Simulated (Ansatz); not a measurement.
Notes on TiIN

```yaml
crystal:
  lattice:
    - [3.90935, 0.00000, 0.00000]
    - [0.00000, 3.48677, 0.00000]
    - [0.00000, 0.00000, 8.88308]
  atoms:
    - { symbol: N, position: [0.00000, 0.00000, 0.97000] }
    - { symbol: N, position: [0.50000, 0.50000, 0.03000] }
    - { symbol: Ti, position: [0.00000, 0.50000, 0.08000] }
    - { symbol: Ti, position: [0.50000, 0.00000, 0.92000] }
    - { symbol: I, position: [0.00000, 0.00000, 0.31500] }
    - { symbol: I, position: [0.50000, 0.50000, 0.68500] }
```

Method: HSE06, no spin polarisation; PAW, plane waves to 420 eV, 6×6×2 Γ-centred mesh, fermi-dirac occupations (width 0.0105 eV) (Ansatz 0.2.0), atoms fixed.

- Stress: The pressure is 4.1 GPa (compression positive), so with the atoms held at these fractions the cell would first expand; the forces are large, so a full relaxation may end otherwise. The principal stresses 0.8, 4.6, 6.8 GPa differ, so its shape would change too.
- Electronic structure: The gap is 0.81 eV, direct at the points sampled.
- Forces: The largest is on I5 (and as large on other atoms): 0.86 eV/Å, components (0.00, 0.00, 0.86). It makes 140° with the line to a nearest neighbour, Ti3 at 2.72 Å, pointing away from it.
- Formation energy: -1.29 eV an atom against the elements' usual phases (free molecules for gases, crystals otherwise, with no correction for O₂ or N₂), so it is bound against them; other compounds may still compete. Relaxing would lower it.

Origin: a database entry at a rescaled volume. Caveats: no spin-orbit coupling, which can shift this gap by tenths of an eV; the exchange threshold is loose for a stress; the SCF threshold is loose for a stress.

Run time, from the program's own first density: 4.7 min on 2 threads of Intel(R) Xeon(R) 6975P-C (Granite Rapids), with other jobs on the host, peak memory 3.7 GiB. The time holds forces, stress, Bader, DOS, bands, ELF.
